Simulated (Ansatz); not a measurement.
A relaxed structure of ZnO. Space group P6₃mc (No. 186), wurtzite type. Method: PBEsol (plane waves to 420 eV, PAW, scalar-relativistic; Ansatz, an electronic-structure program).

Space group P6₃mc (No. 186); a = b = 3.231 Å, c = 5.216 Å, α = β = 90.00°, γ = 120.00°

```csv
atom,site,symmetry,x,y,z
O,2b,3m.,0.3333,0.6667,0.1973
Zn,2b,3m.,0.6667,0.3333,0.3183
```

For ZnO, the volume per atom is 11.79 Å³ and the band gap comes out as 0.70 eV, direct at Γ (no spin-orbit coupling). The shortest distances is O–Zn 1.97 Å; O–O 3.21 Å; Zn–Zn 3.21 Å and the k-mesh is 12×12×7.

Band energies at high-symmetry points (eV from the VBM; labels of this space group; no spin-orbit coupling), from −5 eV up to 3.1 eV:

| point | energies |
|---|---|
| Γ | -4.56 -4.56 -4.35 -4.35 -4.07 -0.81 -0.81 -0.10 0.00 0.00 0.70 |
| M | -4.97 -4.53 -4.38 -4.30 -4.22 -3.76 -3.61 -2.88 -2.31 -1.33 -0.86 |
| K | -4.79 -4.79 -4.64 -4.50 -4.49 -4.49 -3.80 -3.56 -3.56 -1.96 -1.96 -1.77 |
| A | -4.43 -4.43 -4.43 -4.43 -2.28 -2.28 -0.40 -0.40 -0.40 -0.40 |
| L | -4.36 -4.36 -4.27 -4.27 -3.81 -3.81 -1.54 -1.54 -1.41 -1.41 |
| H | -4.56 -4.56 -4.02 -4.02 -3.76 -3.76 -2.75 -2.75 -1.29 -1.29 |

No spin polarisation in the result.

Measured for ZnO: a 3.2482 Å (0 K or low temperature; as listed in arXiv:1206.3780); c 5.204 Å (0 K or low temperature; as listed in arXiv:1206.3780); gap 3.6 eV (static lattice; corrected from measurement; as listed in Wei Chen et al., Physical Review Materials (2018)). Computed minus measured — a: PBEsol -0.5 %; c: PBEsol +0.2 %; gap: PBEsol -2.90 eV. The computed values are for a static lattice, and a measured gap can be an optical one, lowered by exciton binding.

It was reached from a disturbed copy of a P6₃/mmc (No. 194) cell, against which it lies -0.269 eV/atom.
